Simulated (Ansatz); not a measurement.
Density of states of a LiCaAlZnSi cell (elements on a bcc lattice, relaxed), per eV and atom, broadened by Gaussian smearing of width 0.1 eV and averaged over bins of 0.4 eV, from 8 eV under the Fermi level at most up to where the solved bands end.

The calculation used DFT PBE, scalar-relativistic, plane waves, PAW (Ansatz).

Settings: cutoff 420 eV, Γ-centred mesh 5×4×5 on the computed 20-atom cell, Gaussian smearing of 0.10 eV; no spin polarisation.

```
CELL_PARAMETERS angstrom
-5.55809 5.54012 -1.32824
-5.14114 -1.35045 4.30926
1.78598 5.79109 4.99659
ATOMIC_POSITIONS crystal
Li 0.24248 0.09619 0.61150
Li 0.13102 0.70188 0.57946
Li 0.11190 0.44941 0.85260
Li 0.88991 0.20666 0.04917
Al 0.18654 0.87055 0.91885
Al 0.11155 0.62634 0.18364
Al 0.18358 0.21648 0.13962
Al 0.46373 0.04716 0.84425
Si 0.69439 0.97365 0.03058
Si 0.62730 0.38445 0.30472
Si 0.48276 0.73833 0.64944
Si 0.91344 0.02206 0.76788
Ca 0.52994 0.43413 0.95677
Ca 0.40949 0.81939 0.26481
Ca 0.88641 0.39670 0.50966
Ca 0.75953 0.95697 0.42850
Zn 0.81142 0.60368 0.13293
Zn 0.30906 0.37341 0.35805
Zn 0.44973 0.36877 0.61588
Zn 0.78969 0.70392 0.79475
```

```tsv
E − E_F (eV)	total	Zn 3d	Si 3p	Al 3p	Al 3s
-7.85	0.235	0.177	0.006	0.008	0.014
-7.45	1.891	1.732	0.030	0.020	0.036
-7.05	2.837	2.697	0.022	0.023	0.026
-6.65	0.301	0.132	0.017	0.026	0.043
-6.25	0.254	0.064	0.023	0.027	0.035
-5.85	0.133	0.013	0.019	0.025	0.029
-5.45	0.203	0.012	0.038	0.039	0.035
-5.05	0.228	0.008	0.054	0.041	0.032
-4.65	0.219	0.005	0.065	0.031	0.026
-4.25	0.204	0.004	0.059	0.043	0.026
-3.85	0.256	0.005	0.069	0.062	0.044
-3.45	0.256	0.004	0.087	0.059	0.032
-3.05	0.294	0.004	0.123	0.068	0.021
-2.65	0.372	0.004	0.165	0.089	0.020
-2.25	0.432	0.005	0.201	0.094	0.024
-1.85	0.419	0.004	0.199	0.101	0.017
-1.45	0.478	0.004	0.198	0.138	0.015
-1.05	0.461	0.003	0.165	0.135	0.016
-0.65	0.418	0.003	0.126	0.126	0.014
-0.25	0.323	0.002	0.087	0.093	0.012
0.15	0.266	0.001	0.065	0.076	0.010
0.55	0.375	0.002	0.072	0.077	0.021
0.95	0.476	0.002	0.072	0.089	0.030
```

The columns after the total are the largest Löwdin projections on the valence shells of the potentials, so they needn't add up, and the weight of a shell that a potential lacks goes to other orbitals. The cell has no gap on the mesh.

Cost: 2 runs of about 26 core-minutes in all (earlier runs that led there not counted), on Arm Neoverse V2 (shared hosts).